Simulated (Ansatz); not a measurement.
# Li: computed property card

Li:
```
CELL_PARAMETERS angstrom
      1.54556     0.89233     7.58014
     -1.54556     0.89233     7.58014
      0.00000    -1.78466     7.58014
ATOMIC_POSITIONS crystal
  Li 0.77776 0.77776 0.77776
  Li 0.22224 0.22224 0.22224
  Li 0.00000 0.00000 0.00000
```

Space group R-3m (No. 166), 9R (Sm type); conventional cell a = b = 3.091 Å, c = 22.740 Å, α = β = 90.00°, γ = 120.00°.

Method: r²SCAN+D4 in the plane-wave PAW code Ansatz. Structure relaxed to zero pressure with the same functional. Other levels are named where they apply.

**Cell and energy**

- Volume per atom: 20.91 Å³
- Density: 0.55 g/cm³

**Electronic structure**

Electronic character: metallic (no gap)
Density of states at the Fermi level: 0.48 states/eV per atom (mean over ±0.08 eV)

The first step of the workflow began from a Materials Project structure, measured or hypothetical; the Crystallography Open Database files this formula in space group No. 166, but the cells were not matched. It is not the phase usual at ambient conditions (space group No. 229). The r²SCAN+D4 relaxation kept the symmetry of its start; its stability against distortions is not shown here. The pairwise dispersion correction was not fitted to metals. Axis ratios of metals converge slowly with the k-mesh, so a and c are less sure than the volume.

Potentials: the later of the program's two PAW sets.
